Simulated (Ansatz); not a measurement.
BN (h-BN type, space group P6_3/mmc)

```
CELL_PARAMETERS angstrom
      2.49985     0.00000     0.00000
     -1.24992     2.16493     0.00000
      0.00000     0.00000     6.41293
ATOMIC_POSITIONS crystal
  B  0.33333 0.66667 0.25000
  B  0.66667 0.33333 0.75000
  N  0.33333 0.66667 0.75000
  N  0.66667 0.33333 0.25000
```

The slice is a (1 -1 0 0) plane (indices of the conventional cell) through the point (0.667, 0.333, 0.250) (fractional), spanned by u = [110] and v = [001] in vectors of this cell: u (2.50 Å) and v (6.41 Å, at 90° to u). It covers one period; positions are fractions (u, v).

Computed with PBEsol-D3(BJ) (plane waves to 420 eV, PAW, scalar-relativistic; Ansatz, an electronic-structure program). k mesh 15×15×5. These are valence fields of a PAW run, semicore shells included where kept as valence: close to a nucleus they are smooth pseudo fields. BN was relaxed with its symmetry unable to fall. The PAW data are Ansatz's earlier set.

### Question
Around which element is the density of the highest valence band (whole band, smooth part) largest on this plane?

### Answer
N. Mean over a disc round each atom, of radius 0.45 times the shortest bond: N 0.279, B 0.050 e/Å³.

### Question
Sketch the density of the highest valence band (whole band, smooth part) on this plane as a map.

### Answer
```
|6655331100000000113355|
|9977441100000000114477|
|5544221100000000112244|
|2222110000000000001122|
|0000000000000000000000|
|0000000000000000000000|
|0000000000000000000000|
|0000000000000000000000|
|0000000000000000000000|
|0000000000000000000000|
|0000000000111100000000|
|1111111111111111111111|
|0000000000000000000000|
|0000000000000000000000|
|0000000000000000000000|
|1111111111111111111111|
|0000000000111100000000|
|0000000000000000000000|
|0000000000000000000000|
|0000000000000000000000|
|0000000000000000000000|
|0000000000000000000000|
|0000000000000000000000|
|2222110000000000001122|
|5544221100000000112244|
|9977441100000000114477|
|6655331100000000113355|
|0000111100000000111100|
```
Scale: ten equal steps from 0.00 (start of '0') to 0.57 (end of '9'), in the order '0123456789'. Values: density of the highest valence band (whole band, smooth part) in e/Å³. The map has 11 points along u (two characters each, u = 0 at the left) and 28 along v (v = 0 in the bottom row).
